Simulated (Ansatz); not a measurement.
KTiSe2:
```
CELL_PARAMETERS angstrom
      3.74379     0.00000     0.00000
     -1.87189     3.24221     0.00000
      0.00000     0.00000     7.74131
ATOMIC_POSITIONS crystal
  Se 0.66667 0.33333 0.80814
  Ti 0.00000 0.00000 0.00000
  Se 0.33333 0.66667 0.19186
  K  0.00000 0.00000 0.50000
```

Relaxed with r²SCAN+D4. Special points in fractions of this cell's reciprocal vectors: Γ (0.000, 0.000, 0.000); M (0.500, 0.000, 0.000); K (0.333, 0.333, 0.000); A (0.000, 0.000, 0.500); L (0.500, 0.000, 0.500); H (0.333, 0.333, 0.500).

### Question
List the band energies nearest the Fermi level at these points for DFT-r²SCAN+D4 in the program Ansatz with PAW potentials.

### Answer
In eV from the Fermi level; about four levels below and three above (degenerate sets whole), none deeper than 8.9 eV; points with the same levels are listed once.

```csv
k,below,above
Γ,-1.23 -1.23 -0.05 -0.03 -0.03,2.19 2.27 2.27
M,-3.41 -3.34 -2.65 -0.50,0.71 1.01 1.88
K,-4.96 -4.96 -3.59 -3.56 -3.56,0.47 0.73 0.73
A,-1.32 -1.32 -0.02 -0.02,0.45 2.46 2.46
L,-3.53 -3.35 -2.73 -0.42,0.72 1.01 2.41
H,-4.90 -3.86 -3.62 -3.62,0.50 0.72 0.72
```

Space group P-3m1. The cell is a constructed one: a structure type filled with these elements; neither database checked (COD, Materials Project) lists it. Its standing as an ambient phase is unchecked. The cell was relaxed with r²SCAN+D4 under the symmetry of its start; whether a distortion lowers the energy is not shown. The run is not spin-polarised. With an odd number of electrons in the cell and no spin polarisation, the count alone makes it a metal. Scalar-relativistic: spin–orbit coupling is off unless named, which matters more the heavier the elements.

Potentials: the later of the program's two PAW sets.
